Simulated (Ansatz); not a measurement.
Nb₅Si₃:
```cif
data_Nb20Si12
_chemical_formula_sum 'Si12 Nb20'
_space_group_name_H-M_alt 'I4/mcm'
_space_group_IT_number 140
_space_group_name_Hall '-I 4 2c'
_cell_length_a 6.51122
_cell_length_b 6.51122
_cell_length_c 11.73319
_cell_angle_alpha 90.000
_cell_angle_beta 90.000
_cell_angle_gamma 90.000
loop_
_atom_site_label
_atom_site_type_symbol
_atom_site_symmetry_multiplicity
_atom_site_Wyckoff_symbol
_atom_site_fract_x
_atom_site_fract_y
_atom_site_fract_z
_atom_site_occupancy
Si1 Si 4 a 0.00000 0.00000 0.25000 1
Nb1 Nb 16 l 0.33387 0.16613 0.14928 1
Nb2 Nb 4 c 0.00000 0.00000 0.00000 1
Si2 Si 8 h 0.12934 0.37066 0.00000 1
```
(The calculation used a cell of 16 atoms; values per cell refer to that cell.)

Relaxed at zero pressure with the program Ansatz at the LDA level (PAW).

Question: The volume is lowered by 6 % and shape and atoms relax at that volume. What pressure results, and how do the axes share the change?

Answer: 15.1 GPa; a -1.9 %, b -1.9 %, c -2.3 %; the energy rises by 42 meV/atom.

Question: Give the new structure.

Answer: 
Space group I4/mcm (No. 140); a = 6.3866 Å, b = 6.3866 Å, c = 11.4638 Å, α = 90.00°, β = 90.00°, γ = 90.00°

```
atom  site  symmetry       x       y       z
----  ----  --------  ------  ------  ------
Si      4a       422  0.0000  0.0000  0.2500
Nb     16l       ..m  0.3343  0.1657  0.1500
Nb      4c     4/m..  0.0000  0.0000  0.0000
Si      8h      m.2m  0.1294  0.3706  0.0000
```

The phase is kept; no other phase was compared at this pressure.

The workflow started from an entry of the Crystallography Open Database (COD), which files this formula under 2 space groups. Whether it is the stable phase at ambient conditions was not checked. The cell was relaxed with LDA under the symmetry of its start; its stability against distortions is not shown here. The run is not spin-polarised.

Potentials: the later of the program's two PAW sets.
